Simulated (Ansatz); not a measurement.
Sr (β-Sn type, I4_1/amd) under volume change, LDA in the plane-wave PAW code Ansatz, shape and atoms relaxed at each volume.

```
V (Å³/atom)  E − E(relaxed) (meV/atom)  P (GPa)
-----------  -------------------------  -------
42.699                               …        …
44.107                             6.2     0.75
45.515                             1.5     0.34
46.922                             0.0     0.00
48.330                               …        …
49.738                             5.0    -0.54
51.146                            10.7    -0.75
```

Complete the blanks.


- 48.330, E − E(relaxed) (meV/atom): 1.3
- 48.330, P (GPa): -0.29
- 42.699, E − E(relaxed) (meV/atom): 14.8
- 42.699, P (GPa): 1.22

What does a third-order Birch–Murnaghan fit give for V₀, B₀ and B′?

V₀ = 46.92 Å³/atom, B₀ = 10.5 GPa, B′ = 4.4.

The first step of the workflow began from a Materials Project structure, measured or hypothetical; the Crystallography Open Database copy checked does not list it. It is not the phase usual at ambient conditions (space group No. 225). The LDA relaxation kept the symmetry of its start; phonons show weakly imaginary modes.

Potentials: the earlier of the program's two PAW sets. The files were generated under PBE; for other functionals the program regenerates the frozen cores, and for LDA and PBEsol the local potential too.
